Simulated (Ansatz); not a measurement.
ScF3:
```yaml
crystal:
  lattice:
    - [2.85353, 1.64749, 2.32989]
    - [-2.85353, 1.64749, 2.32989]
    - [0.00000, -3.29498, 2.32989]
  atoms:
    - { symbol: Sc, position: [0.00000, 0.00000, 0.00000] }
    - { symbol: F, position: [0.50000, 0.00040, 0.99960] }
    - { symbol: F, position: [0.99960, 0.50000, 0.00040] }
    - { symbol: F, position: [0.00040, 0.99960, 0.50000] }
```

Relaxed with HSE06.

Q: Give the Bader charges and basin volumes of the independent atoms, the program Ansatz at the HSE06 level (PAW).

A: 

```tsv
atom	Bader charge (e)	Bader volume (Å³)
Sc1	+2.34	8.1
F2	-0.78	16.7
```

Space group Pm-3m (ReO3 type). The workflow started from a Materials Project entry (that database holds measured and hypothetical structures alike); the Crystallography Open Database files this formula in space group No. 221, but the cells were not matched. Its standing as an ambient phase is unchecked. The HSE06 relaxation kept the symmetry of its start; whether a distortion lowers the energy is not shown. The run is not spin-polarised.

Potentials: the earlier of the program's two PAW sets. The files were generated under PBE; for other functionals the program regenerates the frozen cores, and for LDA and PBEsol the local potential too.
